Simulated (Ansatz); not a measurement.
SrHgF4, a known structure type with other elements, at an estimated volume

```
Hg F Sr
1.0
     0.00000    6.03642    0.00000
     6.03642    0.00000    0.00000
     3.01821    3.01821   -5.80978
Hg F Sr
2 8 2
Direct
  0.50000 0.00000 0.00000
  0.00000 0.50000 0.00000
  0.80430 0.30430 0.75200
  0.30430 0.44370 0.75200
  0.44370 0.94370 0.75200
  0.94370 0.80430 0.75200
  0.69570 0.55630 0.24800
  0.19570 0.69570 0.24800
  0.05630 0.19570 0.24800
  0.55630 0.05630 0.24800
  0.25000 0.25000 0.50000
  0.75000 0.75000 0.50000
```

Single point in Ansatz 0.2.0 with PBEsol, no spin polarisation. Cutoff 420 eV, PAW datasets, 5×5×5 Γ-centred k mesh, fermi-dirac filling (width 0.1 eV).

**Charges.** Bader charges in e: Sr +1.72, Hg +1.24, F -0.74. In the mean Sr gives up most and F takes most.
**Electronic structure.** The gap is 2.08 eV, indirect (the least direct gap found is 2.29 eV). A semilocal functional usually gives too small a gap.
**Contacts.** Hg–F at 2.11 Å: least valence density 0.64 e/Å³ and ELF 0.16 there. Sr–F at 2.66 Å: least valence density 0.15 e/Å³ and ELF 0.05 there, a closed-shell (ionic or weak) contact. These are pseudo-fields; inside the PAW spheres they differ from the all-electron ones.
**Forces.** The largest is on F3 (and as large on other atoms): 1.73 eV/Å, components (0.79, 0.79, 1.32). It makes 174° with the line to a nearest neighbour, Hg1 at 2.11 Å, pointing away from it.

Origin: a known structure type with other elements, at an estimated volume, so it need not be a known compound. Caveats: no spin-orbit coupling, which can shift this gap by tenths of an eV; atoms or cell far from equilibrium.
